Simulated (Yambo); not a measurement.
Optical response of BeTe at -0.7 % isotropic strain

```
CELL_PARAMETERS angstrom
      0.00000     2.78376     2.78376
      2.78376     0.00000     2.78376
      2.78376     2.78376     0.00000
ATOMIC_POSITIONS crystal
  Be 0.00000 0.00000 0.00000
  Te 0.25000 0.25000 0.25000
```

Yambo, RPA with local fields on PBEsol bands; 12×12×12 mesh, 33 bands, 4 Ry local-field block, 0.2 eV broadening; field along x.

```
E (eV)  Im ε   Re ε  Im ε, independent particles
------  ----  -----  ---------------------------
0.0     0.00   7.02                         0.00
0.6     0.05   7.10                         0.07
1.2     0.12   7.36                         0.15
1.9     0.21   7.85                         0.27
2.5     0.38   8.73                         0.49
3.1     0.84   10.4                         1.11
3.8     3.84   13.6                         5.27
4.4     8.82   13.5                         12.5
5.0     18.5   7.66                         23.7
5.6     16.1   1.72                         19.2
6.2     9.90  -4.70                         9.70
6.9     5.31  -3.33                         5.56
7.5     5.89  -3.26                         5.46
8.1     3.77  -3.64                         3.18
8.8     2.16  -2.15                         2.11
9.4     2.45  -1.79                         2.21
10.0    2.04  -1.74                         1.77
10.6    1.44  -1.23                         1.36
11.2    1.19  -1.24                         1.02
11.9    1.04  -0.89                         0.94
12.5    0.94  -0.66                         0.84
13.1    0.74  -0.67                         0.65
13.8    0.61  -0.38                         0.59
14.4    0.60  -0.30                         0.56
15.0    0.50  -0.26                         0.44
15.6    0.44  -0.08                         0.42
16.2    0.44  -0.08                         0.37
16.9    0.29   0.01                         0.25
17.5    0.28   0.08                         0.23
18.1    0.22   0.17                         0.20
18.8    0.17   0.23                         0.16
19.4    0.17   0.33                         0.18
20.0    0.16   0.37                         0.16
```

Structure narrower than a few tenths of an eV can come from the finite k mesh. Convergence of the RPA response with its 12×12×12 mesh was not tested. No excitonic effects at this level.

Without spin-orbit coupling, band edges of such heavy elements can be off by tenths of an eV.

Geometry strained from the cell relaxed with PBEsol, atoms relaxed again.
